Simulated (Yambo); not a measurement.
AlAs (zinc blende, space group F-43m, No. 216): the exchange self-energy on PBEsol orbitals (Yambo, 4×4×4 mesh) holds the Coulomb divergence, which is integrated with random points (RandQpts).

```csv
random points,exchange-only gap Γ → X (eV),shift of the valence edge (eV),gap against the reference (meV)
"1,000",7.90,-2.80,130
"10,000",7.72,-2.56,-52
"100,000",7.79,-2.67,19
"1,000,000",7.78,-2.65,9
"5,000,000",7.77,-2.64,reference
```

From 100,000 points on, the gap stays within 20 meV of the run with most points. The error is statistical; each row is a single draw, so the rows fix no rate of convergence.

Spin-orbit coupling is not included.

Geometry relaxed with PBEsol; primitive cell a = 4.013 Å, b = 4.013 Å, c = 4.013 Å, α = 60.00°, β = 60.00°, γ = 60.00°.

A shift is the quasiparticle energy of the state minus its PBEsol energy.
